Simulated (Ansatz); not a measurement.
**LaIn3**

```xyz
4
Lattice="4.7741 0.0000 0.0000 0.0000 4.7741 0.0000 0.0000 0.0000 4.7741" Properties=species:S:1:pos:R:3 pbc="T T T"
La    0.0000    0.0000    0.0000
In    2.3870    0.0000    2.3870
In    0.0000    2.3870    2.3870
In    2.3870    2.3870    0.0000
```

Atoms are numbered in the order listed.

The conventional cell has a = 4.774 Å, b = 4.774 Å, c = 4.774 Å, α = 90.00°, β = 90.00°, γ = 90.00°. La (atom 1) is surrounded by 12 In at 3.38 Å. In (atom 2) has 4 La at 3.38 Å and 8 In at 3.38 Å as nearest neighbours.

The cell is the one relaxed in the Materials Project (mp-20729), not relaxed further here; entries there can be hypothetical.

Spin–orbit coupling is left out, though it moves levels of the heavy atoms by tenths of an eV or more.

Methods: DFT, LDA, all-electron LAPW, scalar-relativistic (Ansatz 0.2.0); DFT, LDA, PAW with Ansatz's default frozen-core files, scalar-relativistic (Ansatz 0.2.0).

For LAPW: a Γ-centred 9×9×9 k mesh, Fermi–Dirac smearing of 0.05 eV, basis error target 1 meV/atom, no spin polarisation. PAW takes a cutoff of 420 eV at this cell (files made with PBE, cores remade for this functional). The Ansatz runs share mesh, smearing and spin set-up. Values come from LAPW unless marked.

```
Löwdin charges (with 0.03 e of the cell spilling out of the atomic basis, so their sizes and signs hang on that basis) : La1 0.18, In2 -0.05 e
Volume per atom                                                                                                        : 27.20 Å³
```

Question: Density of states at the Fermi level (0.2 eV bin): what does the calculation give?

Answer: 1.91 states/eV per cell.

Question: Give the computed value. Band gap.

Answer: none: bands cross the Fermi level, a metal.

Question: Pressure at this cell: what does the calculation give?

Answer: -4.07 GPa.

Question: Bader charges (from the PAW run): what does the calculation give?

Answer: La1 +1.08, In2 -0.36 e.
